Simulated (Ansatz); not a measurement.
**Computed properties of FeCo**

FeCo:
```cif
data_CoFe
_chemical_formula_sum 'Fe1 Co1'
_space_group_name_H-M_alt 'P 1'
_space_group_IT_number 1
_cell_length_a 2.80048
_cell_length_b 2.80048
_cell_length_c 2.80048
_cell_angle_alpha 90.000
_cell_angle_beta 90.000
_cell_angle_gamma 90.000
loop_
_space_group_symop_operation_xyz
  'x, y, z'
loop_
_atom_site_label
_atom_site_type_symbol
_atom_site_fract_x
_atom_site_fract_y
_atom_site_fract_z
_atom_site_occupancy
Fe1 Fe 0.00000 0.00000 0.00000 1
Co1 Co 0.50000 0.50000 0.50000 1
```
The run is spin-polarised; directions of the spins, atom by atom: ↑ ↑.

Space group Pm-3m (No. 221), CsCl type; conventional cell a = 2.8005 Å, b = 2.8005 Å, c = 2.8005 Å, α = 90.00°, β = 90.00°, γ = 90.00°.

Method: plane-wave PAW PBEsol (Ansatz code). Geometry: relaxed at this level of theory. Other levels are named where they apply.

Cell and energy:

```
Property                                                       Result
-----------------------------------------------------  --------------
Volume per atom                                              10.98 Å³
Density                                                    8.68 g/cm³
Formation energy from the elements (no fitted shifts)  -0.028 eV/atom
```

Electronic structure:

```
Property                                                                    Result
------------------------------------  --------------------------------------------
Electronic character                                             metallic (no gap)
Density of states at the Fermi level  0.75 states/eV per atom (mean over ±0.08 eV)
```

Magnetism:

```
Item                       Value
--------------  ----------------
Magnetic order     ferromagnetic
Net moment      2.22 μB per atom
```

Mechanics:

```
Property                                                                       Value
--------------------------------------------  --------------------------------------
Bulk modulus (Birch–Murnaghan fit)                                           216 GPa
Pressure derivative B′                                                           4.8
Elastic constants (relaxed ions, GPa)                C11 = 294, C12 = 181, C44 = 149
Mechanical stability                          stable (all eigenvalues of C positive)
Hill bulk and shear moduli                                           219 and 101 GPa
Young's modulus                                                              262 GPa
Poisson's ratio                                                                 0.30
Debye temperature from the elastic constants                                   510 K
```

Symmetry was held in the PBEsol relaxation. Spin order of the final state: ferromagnetic, chosen from 5 collinear starts compared on coarse meshes (ties went to the first, and starts can fall back to one state), not a proven ground state. Textbook magnetic order: ferromagnetic. As this level gives no gap, shear constants depend on the k-mesh and smearing (Fermi–Dirac, 0.1 eV here). The references are the lowest solids computed at this level, not always the standard phases.

Potentials: the later of the program's two PAW sets.
